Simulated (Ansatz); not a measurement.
Input:

Ru:
Space group P6₃/mmc (No. 194); a = b = 2.7048 Å, c = 4.2661 Å, α = β = 90.00°, γ = 120.00°

```tsv
atom	site	symmetry	x	y	z
Ru	2c	-6m2	0.3333	0.6667	0.2500
```

This is the r²SCAN-relaxed structure.

Question: All from DFT-r²SCAN in the program Ansatz with PAW potentials, unless another level is named. Predict the density of states at the Fermi level.

Answer: 0.78 states/eV per atom (mean over ±0.08 eV).

Question: Give the gap with spin–orbit coupling.

Answer: none (metallic).

Space group P6_3/mmc (hcp (Mg type)). Symmetry was held in the r²SCAN relaxation; of distortions, only those at the zone centre were tested. No spin polarisation was allowed. Axis ratios of metals converge slowly with the k-mesh, so a and c are less sure than the volume. Scalar-relativistic: spin–orbit coupling is off unless named, which matters more the heavier the elements.

Potentials: the earlier of the program's two PAW sets.
